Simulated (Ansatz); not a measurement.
Sb (simple cubic)

```
CELL_PARAMETERS angstrom
      3.08353     0.00000     0.00000
      0.00000     3.08353     0.00000
      0.00000     0.00000     3.08353
ATOMIC_POSITIONS crystal
  Sb 0.00000 0.00000 0.00000
```

This relaxed cell (volume V₀) is scaled evenly in all directions, its shape held. Symmetry pins the atoms to their sites.

All values below come from r2SCAN (plane waves to 500 eV, PAW, scalar-relativistic; Ansatz, a program for electronic structure). k mesh 15×15×15 (Γ-centred), Fermi-Dirac smearing 0.05 eV. E stands for the smeared free energy. Stress and pressure are positive under compression. Sb was relaxed with its symmetry unable to fall. Spin-orbit coupling is left out, though Sb is heavy. This is one of several known forms of Sb; the measured ambient cells at hand have space group No. 166. ΔE is measured from the relaxed starting cell. The last digit holds for this mesh only.

| V (Å³/atom) | ΔE (meV/atom) |
|---|---|
| 24.628 | 201.1 |
| 25.566 | 119.5 |
| 26.504 | withheld |
| 27.442 | 25.9 |
| 28.381 | 6.0 |
| 29.319 | 0.0 |
| 30.257 | 5.4 |
| 31.195 | 20.2 |
| 32.133 | 42.9 |
| 33.072 | 72.2 |
| 34.010 | 107.1 |

Question: Fit a third-order Birch-Murnaghan form (E₀, V₀, B₀, B₀′ free) to the given rows and predict ΔE at V = 26.504.

Answer: Least squares on the 10 given rows: ΔE = E₀ + (9V₀B₀/16)·y²·[2 + (B₀′ − 4)y], y = (V₀/V)^(2/3) − 1, with V₀ = 29.318 Å³/atom, B₀ = 61.07 GPa (160.2 GPa = 1 eV/Å³; the term in eV is multiplied by 1000), B₀′ = 4.87, E₀ = -0.08 meV/atom; root-mean-square residual 0.07 meV/atom. At 26.504 the fit gives 62.6 meV/atom; the calculation gives 62.6 meV/atom, the same to the digits shown. For the pressure the fit gives 7.9 GPa against the computed 7.9 GPa.

(A scan under strain: stresses follow from slopes of the energy per volume, elastic moduli from its curvatures.)
